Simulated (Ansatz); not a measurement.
CdSiP2:
```xyz
8
Lattice="-2.8620 2.8620 5.2909 2.8620 -2.8620 5.2909 2.8620 2.8620 -5.2909" Properties=species:S:1:pos:R:3 pbc="T T T"
Cd     0.0000     2.8620     2.6455
Cd     0.0000     0.0000     0.0000
Si     2.8620     0.0000     2.6455
Si     0.0000     0.0000     5.2909
P      1.4310     1.6918    -1.3227
P      1.4310     1.1702     3.9682
P      4.0321     1.4310     1.3227
P     -1.1702     1.4310     6.6136
```

Cartesian axes are those of the cell as given.

Question: Give the proper piezoelectric stress tensor with relaxed ions from PBE in the plane-wave PAW code Ansatz.

Answer: In C/m², rows x, y, z, Voigt columns; mesh uncertainty up to 0.01.
```
 0.00   0.00   0.00  -0.14   0.00   0.00
 0.00   0.00   0.00   0.00  -0.14   0.00
 0.00   0.00   0.00   0.00   0.00   0.09
```

The elastic tensor of the same run (GPa):

|  | 1 | 2 | 3 | 4 | 5 | 6 |
|---|---|---|---|---|---|---|
| 1 | 115 | 52.7 | 59.1 | 0.0 | 0.0 | 0.0 |
| 2 | 52.7 | 115 | 59.1 | 0.0 | 0.0 | 0.0 |
| 3 | 59.1 | 59.1 | 100 | 0.0 | 0.0 | 0.0 |
| 4 | 0.0 | 0.0 | 0.0 | 53.0 | 0.0 | 0.0 |
| 5 | 0.0 | 0.0 | 0.0 | 0.0 | 53.0 | 0.0 |
| 6 | 0.0 | 0.0 | 0.0 | 0.0 | 0.0 | 49.9 |

Question: Convert to strain constants d = e·S.

Answer: In pC/N:
```
 0.0   0.0   0.0  -2.6   0.0   0.0
 0.0   0.0   0.0   0.0  -2.6   0.0
 0.0   0.0   0.0   0.0   0.0   1.7
```

Space group I-42d (chalcopyrite). The PBE relaxation kept the symmetry of its start. Signs of piezoelectric constants follow the polarity of the cell as given.

Potentials: the later of the program's two PAW sets.
